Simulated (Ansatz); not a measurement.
ZnSe:
```
CELL_PARAMETERS angstrom
      0.00000     2.81676     2.81676
      2.81676     0.00000     2.81676
      2.81676     2.81676     0.00000
ATOMIC_POSITIONS crystal
  Se 0.75000 0.75000 0.75000
  Zn 0.00000 0.00000 0.00000
```

Tensor components refer to the Cartesian frame of this cell.

Task: Give the high-frequency dielectric tensor and the Born effective charge tensors of the independent atoms from DFPT, PBEsol (plane waves, PAW; program Ansatz).

Result: 
ε∞:
```
7.44  0.00  0.00
0.00  7.44  0.00
0.00  0.00  7.44
```
Z* of atom 1 (Se), rows: field, columns: displacement, in e:
```
-2.02   0.00   0.00
 0.00  -2.02   0.00
 0.00   0.00  -2.02
```
Z* of atom 2 (Zn), rows: field, columns: displacement, in e:
```
2.02  0.00  0.00
0.00  2.02  0.00
0.00  0.00  2.02
```

Space group F-43m (zinc blende). Symmetry was held in the PBEsol relaxation. Spin–orbit coupling is left out wherever it is not named.

Potentials: the later of the program's two PAW sets.
